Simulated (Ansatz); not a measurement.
ZnS (wurtzite)

```
CELL_PARAMETERS angstrom
      3.80610     0.00000     0.00000
     -1.90305     3.29618     0.00000
      0.00000     0.00000     6.24474
ATOMIC_POSITIONS crystal
  Zn 0.66667 0.33333 0.99975
  Zn 0.33333 0.66667 0.49975
  S  0.66667 0.33333 0.62545
  S  0.33333 0.66667 0.12545
```

The slice is a (1 -1 0 0) plane (indices of the conventional cell) through the point (0.667, 0.333, 1.000) (fractional), spanned by u = [110] and v = [001] in vectors of this cell: u (3.81 Å) and v (6.24 Å, at 90° to u). It covers one period; positions are fractions (u, v).

The numbers are results of r2SCAN (plane waves to 500 eV, PAW, scalar-relativistic; Ansatz, a first-principles code), not measurements. k mesh 10×10×6. Inside the PAW spheres the values are not all-electron values, and peaks at nuclei hang on which shells count as valence. ZnS was relaxed with its symmetry unable to fall.

### Question
Around which element is the density of the highest valence band (whole band, smooth part) largest on this plane?

### Answer
S. Mean over a disc round each atom, of radius 0.45 times the shortest bond: S 0.103, Zn 0.009 e/Å³.

### Question
What is the valence density on the shortest Zn–S line in this plane (2.34 Å), at its minimum between the atoms?

### Answer
0.48 e/Å³.

### Question
What is the ELF at the density minimum of the shortest Zn–S line in this plane (2.34 Å)?

### Answer
0.4.

### Question
Sketch the valence electron density on this plane as a map.

### Answer
```
|@%*=-:::..:::-=*%|
|#*+=-:......:-=+*|
|+==-:..    ..:-==|
|=--::.      .::--|
|---::.      .::--|
|==--:..    ..:--=|
|===--:.    .:--==|
|++==-::.  .::-==+|
|=====-:....:-====|
|.-===-::..::-===-|
|.-===-::::::-===-|
|==+==-::::::-==+=|
|====--::::::--===|
|===--::::::::--==|
|----::::::::::---|
|:::::...::...::::|
|.................|
|      ......     |
|      ......     |
|     ........    |
|    ...::::...   |
|.....::::::::....|
|:::::::----::::::|
|---:::------:::--|
|+==------------==|
|#*+=----------=+*|
|@%*=--::::::--=*%|
|@@#+-::::::::-+#@|
```
Scale: ten equal steps from -1.55 (start of ' ') to 1.67 (end of '@'), in the order ' .:-=+*#%@'. Values: log₁₀ of the valence density in e/Å³. The map has 17 points along u (one character each, u = 0 at the left) and 28 along v (v = 0 in the bottom row). The scale is logarithmic, as a density can span decades between atoms and voids.
